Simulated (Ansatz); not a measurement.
MoSeS:
```
CELL_PARAMETERS angstrom
      3.23822     0.00000     0.00000
     -1.61911     2.80438     0.00000
      0.00000     0.00000    12.83012
ATOMIC_POSITIONS crystal
  Mo 0.33333 0.66667 0.00000
  Mo 0.66667 0.33333 0.50000
  Se 0.33333 0.66667 0.63090
  Se 0.33333 0.66667 0.36910
  S  0.66667 0.33333 0.88046
  S  0.66667 0.33333 0.11954
```

This is the r²SCAN+D4-relaxed structure.

Task: All from r²SCAN+D4 in the plane-wave PAW code Ansatz, unless another level is named. Estimate the Hill bulk and shear moduli.

Result: 51.0 and 35.6 GPa.

Task: And the highest zone-centre frequency (without LO–TO term)?

Result: 461 cm^-1.

Space group P-6m2. The first step of the workflow began from a Materials Project structure, measured or hypothetical; the Crystallography Open Database copy checked does not list it. With Se and S taken as one species the cell has the higher symmetry P6_3/mmc, so it may be an ordered model of a mixed-site phase. Its standing as an ambient phase is unchecked. The cell was relaxed with r²SCAN+D4 under the symmetry of its start; whether a distortion lowers the energy is not shown. The run is not spin-polarised.

Potentials: the later of the program's two PAW sets.
